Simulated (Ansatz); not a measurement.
YGe2:
```
YGe2
1.0
   -1.78208     1.78208     5.01889
    1.78208    -1.78208     5.01889
    1.78208     1.78208    -5.01889
Y Ge
1 2
Direct
  0.00000   0.00000   0.00000
  0.30468   0.30468   0.00000
  0.69532   0.69532   0.00000
```

Relaxed with PBE. Special points in fractions of this cell's reciprocal vectors: Γ (0.000, 0.000, 0.000); X (0.000, 0.000, 0.500); P (0.250, 0.250, 0.250); N (0.000, 0.500, 0.000); M (0.500, 0.500, -0.500); S (0.282, 0.718, -0.282); S0 (-0.282, 0.282, 0.282); R (-0.063, 0.063, 0.500); G (0.500, 0.500, -0.063).

List the band energies nearest the Fermi level at these points for PBE (plane waves, PAW; program Ansatz).

In eV from the Fermi level; about four levels below and three above (degenerate sets whole), none deeper than 8.9 eV; points with the same levels are listed once.

```csv
k,below,above
Γ,-3.35 -1.07 -1.07 -0.07,0.74 4.23 4.44
X,-4.85 -4.40 -2.51 -0.55,0.83 1.01 3.02
P,-4.65 -4.65 -2.00 -0.35,0.14 0.14 4.58 4.58
N,-8.79 -3.16 -2.76 -0.35,0.77 2.40 2.86
M,-0.83 -0.47 -0.47 -0.28,1.23 1.62 2.35 2.35
S,-8.27 -4.09 -1.83 -0.21,0.63 2.53 3.16
R,-4.32 -4.07 -2.59 -0.48,0.68 0.80 3.17
```

Space group I4/mmm (MoSi2 or CaC2 type). A made-up cell: these elements were put on the sites of a structure type; neither database checked (COD, Materials Project) lists it. Its standing as an ambient phase is unchecked. The PBE relaxation kept the symmetry of its start; its stability against distortions is not shown here. No spin polarisation was allowed. Scalar-relativistic: spin–orbit coupling is off unless named, which matters more the heavier the elements.

Potentials: the later of the program's two PAW sets.
